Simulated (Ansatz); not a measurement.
Values for one crystal, relaxed and computed with DFT-r²SCAN in the program Ansatz with PAW potentials; other levels are named.

```yaml
volume_per_atom: 32.21 Å³
band_gap: 0.86 eV (direct)
electron_effective_mass: 0.054, 0.054, 0.082 mₑ (principal values)
Young's modulus: 68.5 GPa
mechanical_stability: stable (all eigenvalues of C positive)
hill_bulk_and_shear_moduli: 49.2 and 27.0 GPa
Elastic constants (relaxed ions, GPa): C11 = 89.6, C12 = 31.1, C13 = 26.1, C14 = -7.5, C33 = 96.6, C44 = 23.9
```

**Question.** Pick the material that matches.
A) AlN, P6_3/mmc (Al on 2d, N on 2c)
B) AlInSb2, R3m (Al on 3a, In on 3a, Sb on 3a, Sb on 3a)
C) AlN, rock salt
D) GaSb, zinc blende

**Answer.** B, AlInSb2, R3m (Al on 3a, In on 3a, Sb on 3a, Sb on 3a)

The first step of the workflow began from a Materials Project structure, measured or hypothetical; the Crystallography Open Database copy checked does not list it. With Al and In taken as one species the cell has the higher symmetry F-43m, so it may be an ordered model of a mixed-site phase. Whether it is the stable phase at ambient conditions was not checked. The r²SCAN relaxation kept the symmetry of its start; whether a distortion lowers the energy is not shown. Scalar-relativistic: spin–orbit coupling is off unless named, which matters more the heavier the elements.

Potentials: the later of the program's two PAW sets.
